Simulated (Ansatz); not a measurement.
BaTe:
```
CELL_PARAMETERS angstrom
      0.00000     3.53225     3.53225
      3.53225     0.00000     3.53225
      3.53225     3.53225     0.00000
ATOMIC_POSITIONS crystal
  Ba 0.00000 0.00000 0.00000
  Te 0.50000 0.50000 0.50000
```

x, y and z are the axes in which the lattice vectors are written.

Give the high-frequency dielectric tensor and the Born effective charge tensors of the independent atoms from DFPT, DFT-PBE in the program Ansatz with PAW potentials.


ε∞:
```
5.90  0.00  0.00
0.00  5.90  0.00
0.00  0.00  5.90
```
Z* of atom 1 (Ba), rows: field, columns: displacement, in e:
```
2.58  0.00  0.00
0.00  2.58  0.00
0.00  0.00  2.58
```
Z* of atom 2 (Te), rows: field, columns: displacement, in e:
```
-2.58   0.00   0.00
 0.00  -2.58   0.00
 0.00   0.00  -2.58
```

Static charges for comparison (Bader): Ba1 +1.36, Te2 -1.36 e. Born charges measure polarisation by displacement and can exceed these by far.

Space group Fm-3m (rock salt). The PBE relaxation kept the symmetry of its start. Spin–orbit coupling is left out wherever it is not named.

Potentials: the later of the program's two PAW sets.
